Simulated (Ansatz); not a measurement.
An Ansatz run on tetragonal HfO₂ (relaxed group P4_2/nmc) left the output below. Cell and atoms come from a relaxation with r2SCAN.

The cell:
```xyz
6
Lattice="3.5767 0.0000 0.0000 0.0000 3.5767 0.0000 0.0000 0.0000 5.2022" Properties=species:S:1:pos:R:3 pbc="T T T"
Hf    0.0000    0.0000    0.0000
Hf    1.7883    1.7883    2.6011
O     0.0000    1.7883    1.5804
O     0.0000    1.7883    4.1815
O     1.7883    0.0000    3.6218
O     1.7883    0.0000    1.0207
```

The log, with set-up remarks and timings taken out:
```
scf.n_extra_bands = 5 over 38 filled bands (N_el = 76.0): the run solves 43 bands
Pseudopotential: Hf, paw, valence charge 26, recommended cutoff 420 eV (normal)
Pseudopotential: O, paw, valence charge 6, recommended cutoff 420 eV (normal)
Functional definition: PBE
Crystal: 6 atoms, lattice volume = 66.551 Å³
Basis set: ecut = 420 eV, 1277 PW (Γ)
Symmetry: 16 space group operations
Space group: P42/nmc (ITA 137)
k-points: 60 of 384
preconditioner: auto → Resta (q_TF=auto, 2.789 Å⁻¹)  ε∞=5.9  [insulator: Δε(μ)=4.712 eV  σ=0.020 eV  ℏωp=38.6 eV]
Free energy (F): -33723.009637 eV
Fermi energy:    17.265129 eV
--- Per-component energies (eV) ---
  E_band       = 73.595108
  E_kinetic    = 1546.334406
  E_local      = -11679.682464
  E_nonlocal   = -2293.721573
  E_hartree    = 5351.989877
  E_xc         = -896.276107
  E_vxc        = -910.582899
  E_paw        = -14486.882017
  E_vpaw       = 2707.280466
  E_ewald      = -11264.781842
--- Forces (eV/Å), atoms counted from 1 ---
  atom   1  Hf      0.00000      0.00000      0.00000
  atom   2  Hf      0.00000      0.00000      0.00000
  atom   3  O       0.00000      0.00000    -0.07731
  atom   4  O       0.00000      0.00000    -0.07731
  atom   5  O       0.00000      0.00000      0.07731
  atom   6  O       0.00000      0.00000      0.07731
--- Stress (GPa, compression-positive) ---
        5.998409       0.000000       0.000000
        0.000000       5.998409       0.000000
        0.000000       0.000000       5.664415
  P = ⅓ Tr σ = 5.8871 GPa (58.871 kbar)
--- Band table (eV; the first three rows and the last of 60) ---
  k-point 0: bands = […, 13.5709, 13.5709, 14.1904, 14.7590, 14.8182, 14.8182, 19.6110, 19.6280, 20.8342, 21.0397, …]
  k-point 1: bands = […, 13.7651, 13.7842, 13.7842, 14.3392, 14.8350, 14.8350, 19.7073, 19.7580, 20.8369, 20.9249, …]
  k-point 2: bands = […, 12.7515, 13.3543, 14.0983, 14.0983, 14.8687, 14.8687, 19.9327, 20.1392, 20.6301, 20.8082, …]
  k-point 59: bands = […, 13.0151, 13.0151, 13.4560, 13.4560, 14.8534, 14.8534, 20.8289, 20.8289, 21.1790, 21.1790, …]
```

Task: Reconstruct the input, leaving the band path aside.

Result:
```yaml
crystal:
  # lattice and atoms as above
kpoints:
  mp_grid: { grid: [8, 8, 6] }
hamiltonian:
  xc: pbe
scf:
  occupations: { method: fermi_dirac, width: 0.02 }
  n_extra_bands: 5
output:
  forces: true
  stress: true
  eigenvalues: true
```
A single point prints forces and stress when the output block asks for them. Keys that only write grids to files are left aside. Keys that aren't typed take their defaults; thresholds and the kind of smearing can't be read off these lines.

Command: `ansatz run input.yaml --threads 2 --pin off --max-ram 29491MiB --backend cpu --events-out ev --progress --plain --runs-dir out`. Wall time 5.8 s on 2 threads of AMD EPYC 7R13 Processor (Zen 3), with other jobs on the host; peak host memory 0.6 GiB.

Note: simulated data, non-magnetic, for a generated structure that need not be the stable one.

Spin-orbit coupling is left out, which matters wherever the heavy atoms make up the band edges.
